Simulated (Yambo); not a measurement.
AgI (space group P4/nmm, No. 129), G0W0@LDA (Yambo, plasmon pole, terminator in G, 2×2×2 mesh): gap Γ → Γ in eV by bands and screening block.

| bands (W and G) | 2 Ry | 3 Ry | 4 Ry | 6 Ry | 7 Ry |
|---|---|---|---|---|---|
| 51 | 2.66 | 2.60 | 2.61 | 2.62 | 2.62 |
| 75 | 2.52 | 2.47 | 2.50 | 2.53 | 2.54 |
| 108 | 2.44 | 2.39 | 2.42 | 2.47 | (withheld) |
| 150 | 2.41 | (withheld) | 2.38 | 2.43 | 2.45 |
| 193 | 2.39 | (withheld) | 2.37 | 2.43 | 2.45 |

**Question.** Estimate the withheld gaps from their neighbours; the computed values follow.

**Answer.** 
- 108, 7 Ry: 2.48
- 150, 3 Ry: 2.35
- 193, 3 Ry: 2.33

The largest settings aren't shown to be the converged limit.

Spin-orbit coupling is not included.

Geometry of the Materials Project entry, not relaxed at this level; primitive cell a = b = 4.4714 Å, c = 6.6454 Å, α = β = γ = 90.00°.

This is not the ordinary phase of the substance; no match was found in the copy of COD used, and its stability was not checked.

The distance between layers or molecules is the database entry's, not relaxed here. Functionals without dispersion can leave it too large, which widens gaps and weakens the response across layers: the numbers belong to this cell.
